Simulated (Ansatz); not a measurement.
AgI:
```
CELL_PARAMETERS angstrom
      0.00000     3.22498     3.22498
      3.22498     0.00000     3.22498
      3.22498     3.22498     0.00000
ATOMIC_POSITIONS crystal
  Ag 0.75000 0.75000 0.75000
  I  0.00000 0.00000 0.00000
```

Relaxed with PBEsol.

Question: Give the optical modes at the zone centre with their infrared activity from DFPT, plane-wave PAW PBEsol (Ansatz code).

Answer: Transverse frequencies, without the LO–TO term; a row sums one degenerate level.

| ω (cm⁻¹) | degeneracy | IR ((D/Å)²/amu) | activity | symmetry |
|---|---|---|---|---|
| 107 | 3 | 1.74 | IR | T2 |

Question: How high does the top mode go among those that the LO–TO term moves?

Answer: 121 cm⁻¹ for q along x.

Space group F-43m (zinc blende). The cell was relaxed with PBEsol under the symmetry of its start; of distortions, only those at the zone centre were tested. No spin polarisation was allowed. Scalar-relativistic: spin–orbit coupling is off unless named, which matters more the heavier the elements.

Potentials: the later of the program's two PAW sets.
